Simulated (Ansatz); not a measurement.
BeTe (zinc blende, F-43m), DFT-r²SCAN in the program Ansatz with PAW potentials, all energies at zero smearing, with the estimated change up to a 700 eV cutoff added, with one set of potentials and settings (totals compare only within such a set). Cell of 2 atoms (1 Be, 1 Te): -7089.172 eV.

```
element                reference phase  E (eV/atom)
-------  -----------------------------  -----------
Be       P6_3/mmc, 2 atoms in the cell     -93.3361
Te         P3_121, 3 atoms in the cell   -6994.9041
```

Formation energy per atom, worked out: (-7089.172 − 1×(-93.3361) − 1×(-6994.9041))/2 = -0.466 eV/atom (-45 kJ per mol of atoms), at 0 K, without zero-point energy or fitted corrections.

The cell was relaxed with r²SCAN under the symmetry of its start. The references are the lowest solids computed at this level, not always the standard phases. Scalar-relativistic: spin–orbit coupling is off unless named, which matters more the heavier the elements.

Potentials: the earlier of the program's two PAW sets. The files were generated under PBE; for other functionals the program regenerates the frozen cores, and for LDA and PBEsol the local potential too.
